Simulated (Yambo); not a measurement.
A BSE run in Yambo for Cs₂CaH₄ (space group I4/mmm, No. 139) (PBEsol bands; 6×6×6 mesh, 4 valence and 9 conduction bands, static screening with 76 bands and a 3 Ry block, scissor 2.33 eV, Tamm-Dancoff; field along x) gives:

```json
[
 {"state": "1", "energy (eV)": "4.49", "states within 2 meV": "2", "relative strength": "0.86", "class": "strong"},
 {"state": "2", "energy (eV)": "4.74", "states within 2 meV": "1", "relative strength": "< 0.01", "class": "dark"},
 {"state": "3", "energy (eV)": "4.74", "states within 2 meV": "1", "relative strength": "< 0.01", "class": "dark"},
 {"state": "4", "energy (eV)": "4.77", "states within 2 meV": "2", "relative strength": "< 0.01", "class": "dark"},
 {"state": "5", "energy (eV)": "4.77", "states within 2 meV": "2", "relative strength": "< 0.01", "class": "dark"}
]
```

Axes are Cartesian, with cell vectors (Å) (-2.30, 2.30, 7.75), (2.30, -2.30, 7.75), (2.30, 2.30, -7.75).

### Question
What changes when the window shrinks to 4 valence and 5 conduction bands?

### Answer
The lowest state goes from 4.494 eV to 4.503 eV, and its distance below the direct gap from 0.681 eV to 0.672 eV. These are vertical excitations (zero momentum). The scissor comes from a G0W0 run whose convergence isn't established.

Geometry of the Materials Project entry, not relaxed at this level; primitive cell a = 8.409 Å, b = 8.409 Å, c = 8.409 Å, α = 148.23°, β = 148.23°, γ = 45.54°.

The structure is a Materials Project entry; no match was found in the copy of COD used, and its stability was not checked.
